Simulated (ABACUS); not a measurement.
A self-consistent single point of Ag (Fm-3m, 1 atom in the cell; from Materials Project mp-124) with ABACUS.

All values come from this method and carry its errors: ABACUS with PBE, numerical atomic orbitals TZP (confined pseudo-atomic orbitals with Gaussian additions; energy shift 0.01 Ry), PseudoDojo 0.5 standard norm-conserving PBE (tails mended) pseudopotentials.

```
Ag
1.0
    0.00000     2.05218     2.05218
    2.05218     0.00000     2.05218
    2.05218     2.05218     0.00000
Ag
1
Direct
  0.00000   0.00000   0.00000
```

Reference input (self-consistent single point, DFT, PBE, numerical atomic orbitals TZP (confined pseudo-atomic orbitals with Gaussian additions; energy shift 0.01 Ry), PseudoDojo 0.5 standard norm-conserving PBE (tails mended) pseudopotentials): basis = TZP numerical atomic orbitals, energy shift 0.01 Ry; KPT = Gamma 18 18 18 0 0 0; basis_type = lcao; dft_functional = PBE; ecutwfc = 100 Ry; smearing_method = fd; smearing_sigma = 0.00999582 Ry; potentials = PseudoDojo 0.5 standard norm-conserving PBE (tails mended); symmetry = 1; ks_solver = genelpa; scf_nmax = 100; scf_thr = 1.0e-06. This run's input differs from it in these lines:

```diff
@@ -8,3 +8,3 @@
 dft_functional       PBE
-ecutwfc              100.0
+ecutwfc              40.0
 symmetry             1
```

Output, abridged:

```
 SELF-CONSISTENT
 -------------------------------------------

                  longest orb rcut (Bohr) = 7.6
   longest nonlocal projector rcut (Bohr) = 1.66
                     search radius (Bohr) = 18.5

                          real space grid = [ 24, 24, 24 ]
                                 init_chg = atomic

 LCAO ALGORITHM --------------- ION=   1  ELEC=   1--------------------------------

 Density error is 0.0402074224417
 E_KohnSham     -310.0114405152      -4217.9220361954
 E_Fermi        1.2973060489         17.6507543143

 LCAO ALGORITHM --------------- ION=   1  ELEC=   2--------------------------------

   [... lines left out ...]

   [... 4 blocks of this kind left out ...]

 LCAO ALGORITHM --------------- ION=   1  ELEC=   7--------------------------------

 Density error is 1.28802168134e-06
 E_KohnSham     -310.0315604786      -4218.1957823406
 E_Fermi        1.2611966304         17.1594604721

 LCAO ALGORITHM --------------- ION=   1  ELEC=   8--------------------------------

 Density error is 2.28709023887e-07
 E_KohnSham     -310.0315604781      -4218.1957823339
 E_KS(sigma->0) -310.0310268463      -4218.1885219003
 E_entropy(-TS) -0.0010672637        -0.0145208672
 E_Fermi        1.2611978573         17.1594771644
 charge density convergence is achieved
 final etot is -4218.1957823 eV
 EFERMI = 17.159477164 eV

 STATE ENERGY(eV) AND OCCUPATIONS    NSPIN == 1
   [... 17 lines left out ...]

 TOTAL-FORCE (eV/Angstrom)
                       Ag1         0.0000000000         0.0000000000         0.0000000000

 TOTAL-STRESS (KBAR)
        48.7796910469        -0.0000000000        -0.0000000000
        -0.0000000000        48.7796910469         0.0000000000
        -0.0000000000         0.0000000000        48.7796910469
 TOTAL-PRESSURE: 48.779691 KBAR

 --------------------------------------------
 !FINAL_ETOT_IS -4218.1957823339434981 eV
 --------------------------------------------
```

The run converged in 8 iterations. Against the reference run the free energy drops by 9.4 meV/atom and the pressure goes from 3.77 to 4.88 GPa.

The atom-centred basis is finite, which shifts total energies and pressures against plane waves. This run is one point of a test of settings, so its values need not be converged; read them against the reference run alone. The structure comes from a collection of computed structures, made at another level of theory; the collection holds predicted forms beside known ones.

The atomic orbitals were generated for these runs; they are not ABACUS's published sets and were checked against plane waves on a few crystals only.

“Tails mended”: in these copies of the files the far tail of each local potential was reset to the Coulomb form.
